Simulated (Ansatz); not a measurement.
Sr2CdPt2:
```xyz
5
Lattice="-2.2713 2.9876 4.5862 2.2713 -2.9876 4.5862 2.2713 2.9876 -4.5862" Properties=species:S:1:pos:R:3 pbc="T T T"
Pt     0.0000     1.3579     4.5862
Pt     2.2713     1.6296     0.0000
Cd     0.0000     0.0000     0.0000
Sr     0.0000     2.9876     1.8380
Sr     2.2713     0.0000     2.7481
```

Relaxed with r²SCAN.

Q: Give the Bader charges and basin volumes of the independent atoms, the program Ansatz at the r²SCAN level (PAW).

A: 

```
atom  Bader charge (e)  Bader volume (Å³)
----  ----------------  -----------------
Pt1              -1.32               30.4
Cd3              -0.05               24.9
Sr4              +1.34               19.4
```

Space group Immm. The workflow started from an entry of the Crystallography Open Database (COD, 293 K). Whether it is the stable phase at ambient conditions was not checked. The cell was relaxed with r²SCAN under the symmetry of its start; its stability against distortions is not shown here. No spin polarisation was allowed. Scalar-relativistic: spin–orbit coupling is off unless named, which matters more the heavier the elements.

Potentials: the later of the program's two PAW sets.
